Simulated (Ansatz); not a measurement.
Sn (space group I4/mmm)

```xyz
4
Lattice="-3.9994 3.9994 2.3138 3.9994 -3.9994 2.3138 3.9994 3.9994 -2.3138" Properties=species:S:1:pos:R:3 pbc="T T T"
Sn     1.4272     1.4272     0.0000
Sn     2.5722    -2.5722     2.3138
Sn    -2.5722     2.5722     2.3138
Sn     2.5722     2.5722     2.3138
```

E(V) scan at fixed shape, V₀ the volume above. The atoms relax within the cell's symmetry.

All values below come from PBEsol (plane waves to 420 eV, PAW, scalar-relativistic; Ansatz, a program for electronic structure). k mesh 12×12×12 (Γ-centred), Fermi-Dirac smearing 0.05 eV. Energies are smeared free energies. Sn was relaxed with its symmetry unable to fall. This is one of several known forms of Sn; the measured ambient cells at hand have space group No. 141 or 227. The zero of ΔE is the relaxed starting cell.

**Question.** Predict the ΔE (kJ/mol of atoms) at V/V₀ = 0.900, 0.925, 0.950, 0.975, 1.025, 1.050, 1.075, 1.100.

**Answer.** 
```json
[
 {"V/V₀": "0.900", "ΔE (kJ/mol of atoms)": "5.2"},
 {"V/V₀": "0.925", "ΔE (kJ/mol of atoms)": "2.8"},
 {"V/V₀": "0.950", "ΔE (kJ/mol of atoms)": "1.2"},
 {"V/V₀": "0.975", "ΔE (kJ/mol of atoms)": "0.3"},
 {"V/V₀": "1.025", "ΔE (kJ/mol of atoms)": "0.3"},
 {"V/V₀": "1.050", "ΔE (kJ/mol of atoms)": "1.0"},
 {"V/V₀": "1.075", "ΔE (kJ/mol of atoms)": "2.1"},
 {"V/V₀": "1.100", "ΔE (kJ/mol of atoms)": "3.5"}
]
```

(A scan under strain: stresses follow from slopes of the energy per volume, elastic moduli from its curvatures.)
